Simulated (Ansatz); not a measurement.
Given:

VIr₃:
```xyz
4
Lattice="3.7725 0.0000 0.0000 0.0000 3.7725 0.0000 0.0000 0.0000 3.7725" Properties=species:S:1:pos:R:3 pbc="T T T"
V      0.0000     0.0000     0.0000
Ir     1.8863     1.8863     0.0000
Ir     0.0000     1.8863     1.8863
Ir     1.8863     0.0000     1.8863
```

This is the LDA-relaxed structure.

Problem. All from DFT-LDA in the program Ansatz with PAW potentials, unless another level is named. Give the formation energy from the elements (no fitted shifts).

Solution. -0.49 eV/atom.

Problem. What about the density of states at the Fermi level?

Solution. 0.50 states/eV per atom (mean over ±0.08 eV).

Space group Pm-3m (Cu3Au type). The first step of the workflow began from a Materials Project structure, measured or hypothetical; the Crystallography Open Database files this formula in space group No. 221, but the cells were not matched. Its standing as an ambient phase is unchecked. Symmetry was held in the LDA relaxation; its stability against distortions is not shown here. No spin polarisation was allowed. The references are the lowest solids computed at this level, not always the standard phases. Spin–orbit coupling is left out wherever it is not named.

Potentials: the later of the program's two PAW sets.
